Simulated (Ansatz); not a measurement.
Ru:
```cif
data_Ru2
_chemical_formula_sum 'Ru2'
_space_group_name_H-M_alt 'P 1'
_space_group_IT_number 1
_cell_length_a 2.70352
_cell_length_b 2.70352
_cell_length_c 4.26398
_cell_angle_alpha 90.000
_cell_angle_beta 90.000
_cell_angle_gamma 120.000
loop_
_space_group_symop_operation_xyz
  'x, y, z'
loop_
_atom_site_label
_atom_site_type_symbol
_atom_site_fract_x
_atom_site_fract_y
_atom_site_fract_z
_atom_site_occupancy
Ru1 Ru 0.33333 0.66667 0.75000 1
Ru2 Ru 0.66667 0.33333 0.25000 1
```

Relaxed with r²SCAN.

Decompose the optical modes at the zone centre into irreducible representations, and say which are infrared and Raman allowed.

Point group 6/mmm: Γ_opt = B1g + E2g. Infrared: none. Raman: E2g.

Assign frequencies (DFPT, DFT-r²SCAN in the program Ansatz with PAW potentials).

E2g 196, B1g 256 cm⁻¹.

Subscripts of B labels follow the axes of the standard setting.

Space group P6_3/mmc (hcp (Mg type)). Symmetry was held in the r²SCAN relaxation; of distortions, only those at the zone centre were tested. The run is not spin-polarised. As this level gives no gap, phonon frequencies hold no LO–TO term and depend on the k-mesh and smearing (Fermi–Dirac, 0.1 eV here).

Potentials: the later of the program's two PAW sets.
